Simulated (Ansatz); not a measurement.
Input file of a DFT run on HfSi3 with Ansatz:

```yaml
crystal:
  lattice:
    - [3.8768910743, 0.0, 0.0]
    - [0.0, 3.8768910743, 0.0]
    - [0.0, 0.0, 3.8768910743]
  atoms:
    - { symbol: Hf, position: [0.0, 0.0, 0.0] }
    - { symbol: Si, position: [0.0, 0.5, 0.5] }
    - { symbol: Si, position: [0.5, 0.5, 0.0] }
    - { symbol: Si, position: [0.5, 0.0, 0.5] }
basis:
  ecutwfc: 420
  ecutrho_ratio: 4
kpoints:
  mp_grid: { grid: [8, 8, 8] }
hamiltonian:
  xc: pbesol
scf:
  occupations: { method: gaussian, width: 0.05 }
output:
  forces: true
  stress: true
  eigenvalues: true
```

The cell came from substitution into a structure type; whether the compound takes it is for experiment to say.

Predict the main results.

Pressure 5.7 GPa, gap on the mesh zero (metallic) (PBEsol, scalar-relativistic).

The output:

```
Pseudopotentials: kind: paw
Pseudopotential: Hf, paw, valence charge 26, recommended cutoff 420 eV (normal), Hf.paw.azcp
Pseudopotential: Si, paw, valence charge 4, recommended cutoff 420 eV (normal), Si.paw.azcp
Crystal: 4 atoms, lattice volume = 58.271 Å³
Basis set: ecut = 420 eV, 1141 PW (Γ), exchange–correlation on 54×54×54 points (8 copies of the dense FFT grid, shifted against one another)
Bands: 23, of which v1, the nominal top of the filled ones, is band 19 counted from 1 (18 counted from 0)
Symmetry: 48 space group operations
Space group: Pm-3m (ITA 221), of the structure as read, at distance tolerance 3.9e-5 Å
k-points: 35 of 512
Initial density: superposition of atomic densities (neutral atoms: chi_scale 0, normalization atom), corrected by the library's trained network
Initial wavefunctions: pseudopotential atomic-orbital guess
Functional: x = pbesol(κ = 0.804, μ = 0.12346), c = pbesol(β = 0.046)
```

```
SCF iter   1: F=—  HF=-17463.117014 eV  |F-HF|=—  |Δ(HF+E_count)|=         —  Δρ=4.09e-3  dr2=1.16e-2  ethr=1.77e-3  ⟨swp⟩=6.1  Hψ=3641  notcnv=0
SCF iter   2: F=—  HF=-17463.116455 eV  |F-HF|=—  |Δ(HF+E_count)|=   5.59e-4  Δρ=2.57e-3  dr2=5.01e-3  ethr=3.04e-5  ⟨swp⟩=1.6  Hψ=1170  notcnv=0
SCF iter   3: F=—  HF=-17463.115222 eV  |F-HF|=—  |Δ(HF+E_count)|=   1.23e-3  Δρ=4.46e-4  dr2=1.39e-4  ethr=1.32e-5  ⟨swp⟩=2.0  Hψ=1145  notcnv=0
SCF iter   4: F=—  HF=-17463.115161 eV  |F-HF|=—  |Δ(HF+E_count)|=   6.16e-5  Δρ=1.91e-4  dr2=1.26e-5  ethr=3.65e-7  ⟨swp⟩=2.1  Hψ=1442  notcnv=0
SCF iter   5: F=—  HF=-17463.115167 eV  |F-HF|=—  |Δ(HF+E_count)|=   6.27e-6  Δρ=8.00e-5  dr2=2.29e-6  ethr=3.31e-8  ⟨swp⟩=3.3  Hψ=1703  notcnv=0
SCF iter   6: F=—  HF=-17463.115167 eV  |F-HF|=—  |Δ(HF+E_count)|=   2.63e-7  Δρ=3.34e-5  dr2=4.59e-7  ethr=6.03e-9  ⟨swp⟩=2.9  Hψ=1388  notcnv=0
SCF iter   7: F=-17463.115166 eV  HF=-17463.115166 eV  |F-HF|=1.87e-8  |Δ(HF+E_count)|=   6.43e-7  Δρ=6.57e-6  dr2=1.78e-8  ethr=2.63e-10  ⟨swp⟩=6.3  Hψ=3673  notcnv=0
```

```
SCF 1 converged in 7 iterations: F = -17463.115166 eV  dr2 = 1.78e-8
SCF converged after 7 iterations
Free energy (F): -17463.115166 eV
E sigma→0 (E₀):  -17463.113562 eV
Entropy (-TS):   -0.003208 eV (-0.802 meV/atom)
Fermi energy:    16.204864 eV
--- Forces (eV/Å), atoms counted from 1 ---
  atom   1  Hf     0.00000000     0.00000000     0.00000000
  atom   2  Si     0.00000000     0.00000000     0.00000000
  atom   3  Si     0.00000000     0.00000000     0.00000000
  atom   4  Si     0.00000000     0.00000000     0.00000000
--- Stress (GPa, compression-positive) ---
        5.716709       0.000000       0.000000
        0.000000       5.716709       0.000000
        0.000000       0.000000       5.716709
  P = ⅓ Tr σ = 5.7167 GPa (57.167 kbar)
```

No spin–orbit coupling, a notable omission for heavy elements.
